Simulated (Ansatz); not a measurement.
# Zone-centre phonons of AlN at 8 GPa: input and output

These are results of Ansatz, DFT LDA, scalar-relativistic, plane waves, PAW, not measurements.

Launched with:
```bash
ansatz run input.yaml --threads 1 --pin off --max-ram 3072MiB --backend cpu --events-out ev --progress --plain --runs-dir out
```

Input (bare energies are in eV):
```yaml
crystal:
  lattice:
    - [0.0, 2.1455757932, 2.1455757932]
    - [2.1455757932, 0.0, 2.1455757932]
    - [2.1455757932, 2.1455757932, 0.0]
  atoms:
    - { symbol: Al, position: [0.0, 0.0, 0.0] }
    - { symbol: "N", position: [0.75, 0.75, 0.75] }
basis:
  ecutwfc: 420
kpoints:
  mp_grid: { grid: [10, 10, 10] }
hamiltonian:
  xc: lda
scf:
  occupations: { method: fixed }
output:
  eigenvalues: true
phonons:
  method: dfpt
  dielectric: true
  rigid_motions: translations
  eigenvectors: true
```

The end of the output:
```
--- Phonons (Γ-DFPT): 2 representative perturbations + reference, on 171 of 1000 k-points (Σ response iterations 6) ---
  k mesh reduced under 4 symmetry operations, with k and −k counted as one. Each operation leaves every solved perturbation unchanged. A smaller set is not considered because the run solves the response ...
  ASR residual: 4.467e-5 → 0.000e0 eV/Å²; symmetrization residual: 1.313e-6 eV/Å²
  ASR residual per site (eV/Å²): 1.08e-5 4.47e-5
  Γ frequencies (cm⁻¹): 0.00 0.00 0.00 698.48 698.48 698.48
  ε∞ (high-frequency dielectric tensor):
        4.483015     0.000000     0.000000
        0.000000     4.483015     0.000000
        0.000000     0.000000     4.483015
  ε⁰ (static dielectric tensor: ions relaxed, cell fixed):
        8.057711    -0.000000     0.000000
       -0.000000     8.057711    -0.000000
        0.000000    -0.000000     8.057711
  ε⁰ − ε∞ (ionic part):
        3.574696    -0.000000     0.000000
       -0.000000     3.574696    -0.000000
        0.000000    -0.000000     3.574696
  softest optical mode at Γ: 698.48 cm⁻¹; the repairs (sum rule, projections) moved no ω² at Γ by more than (1.01 cm⁻¹)²
  Born effective charges Z* (e; rows j = field, columns β = displacement):
    site 0:
         2.54077   -0.00000   -0.00000
        -0.00000    2.54077    0.00000
         0.00000    0.00000    2.54077
    site 1:
        -2.54077    0.00000    0.00000
         0.00000   -2.54077   -0.00000
        -0.00000   -0.00000   -2.54077
  Z* charge neutrality: 1.109e-3 e pre-enforcement
  solved inside a basis spanned on kpoints, on 10×10×10 k-points, its susceptibility summed on 14×14×14: ε∞ is read to err by 1.2e-2, Z* by 9.0e-3 e (field_mesh: kpoints solves on kpoints); Z* is corrected for ...
  optical modes at Γ without the LO–TO term, one row a degenerate level:
      ω (cm⁻¹) modes IR ((D/Å)²/amu)
        698.48      3            48.4579
  optical modes at Γ + LO–TO along q̂ = [1.0000, 0.0000, 0.0000]:
      ω (cm⁻¹) modes IR ((D/Å)²/amu)
        698.48      2            32.3053
        936.42      1            16.1526
  optical modes at Γ + LO–TO along q̂ = [0.0000, 1.0000, 0.0000]:
      ω (cm⁻¹) modes IR ((D/Å)²/amu)
        698.48      2            32.3053
        936.42      1            16.1526
  optical modes at Γ + LO–TO along q̂ = [0.0000, 0.0000, 1.0000]:
      ω (cm⁻¹) modes IR ((D/Å)²/amu)
        698.48      2            32.3053
        936.42      1            16.1526
```

Time: 11 s on 1 thread of Intel(R) Xeon(R) Platinum 8559C (Emerald Rapids) (shared host), peak memory 0.5 GiB.

Other phases may be more stable at this pressure.

This zinc-blende form isn't the usual stable structure of the compound at low pressure.